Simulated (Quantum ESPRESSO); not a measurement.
Space group P2₁ (No. 4); a = 3.8087 Å, b = 5.7844 Å, c = 5.7860 Å, α = γ = 90.00°, β = 90.46°

```
atom  site  symmetry       x       y       z
----  ----  --------  ------  ------  ------
S       2a         1  0.6499  0.2499  0.2486
Ag      2a         1  0.0044  0.0005  0.0020
Ag      2a         1  0.0042  0.4995  0.4981
```

Cell and atoms were relaxed with PBE+D3(BJ) from Materials Project entry mp-2025704, within its symmetry.

**Question.** What does PBEsol (pw.x of Quantum ESPRESSO, ONCV potentials, without SOC) give for the electronic structure near the Fermi level?

**Answer.** At this level the gap is closed or nearly so: along the path the highest valence and lowest conduction bands touch, or overlap by less than 0.6 eV, a zero-gap or semimetallic result; the valence top lies at X, the conduction bottom at Γ, 0.02 eV lower. Semilocal functionals close the gaps of some narrow-gap semiconductors, so this alone doesn't show that the compound has none. Spin-orbit splittings are left out.
